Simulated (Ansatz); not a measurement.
Starting cell, Be (hcp, Mg type):

```
CELL_PARAMETERS angstrom
      4.52945     0.00000     0.00000
     -1.13236     1.96131     0.00000
      0.00000     0.00000     3.56124
ATOMIC_POSITIONS crystal
  Be 0.16667 0.66667 0.75000
  Be 0.66667 0.66667 0.75000
  Be 0.33333 0.33333 0.25000
  Be 0.83333 0.33333 0.25000
```

The atoms are displaced by Q × the pattern below (from a DFPT mode at M = (0.5, 0.0, 0.0), largest move 1; Q in Å), at fixed cell. (q is in reciprocal vectors of the primitive cell; the cell shown is doubled to hold the pattern.)

| atom | x | y | z |
|---|---|---|---|
| Be1 | -0.500 | 0.866 | 0.000 |
| Be2 | 0.500 | -0.866 | 0.000 |
| Be3 | -0.500 | 0.866 | 0.000 |
| Be4 | 0.500 | -0.866 | 0.000 |

Method: PBE (plane waves to 420 eV, PAW, scalar-relativistic; Ansatz, a first-principles code). k mesh 23×23×13 (Γ-centred), Fermi-Dirac smearing 0.05 eV. The energy includes the smearing's −TS. Compression counts positive. With partly filled bands, energies and forces of such displacements shift with the k mesh and the smearing. Be was relaxed with its symmetry unable to fall. ΔE is measured from the undisplaced structure.

```csv
Q (Å),ΔE (meV/cell),P (GPa),−dE/dQ from forces (eV/Å)
-0.180,331,1.7,3.452
-0.150,234,1.2,2.992
-0.120,152,0.8,2.469
-0.090,87,0.4,1.895
-0.060,39,0.2,1.284
-0.030,10,0.0,0.648
0.000,0,0.0,0.000
0.030,10,0.0,-0.648
0.060,39,0.2,-1.284
0.090,87,0.4,-1.895
0.120,152,0.8,-2.469
0.150,234,1.2,-2.992
0.180,331,1.7,-3.452
```

What the scan shows:

The energy at Q = 0.180 Å comes out as 331 meV/cell. Space group of the distorted cell: Pnma (No. 62), lowered from P6_3/mmc. Symmetry of the curve: even: the same for both signs. Shape of the curve: a single well with its minimum at or next to zero displacement. Harmonic wavenumber from the curvature (finite differences): 404 cm⁻¹.

The 13 points together took around 4 core-minutes (rough).

(For displaced atoms, the force is minus the slope of the energy, and its curvature is a force constant, which sets phonon frequencies.)
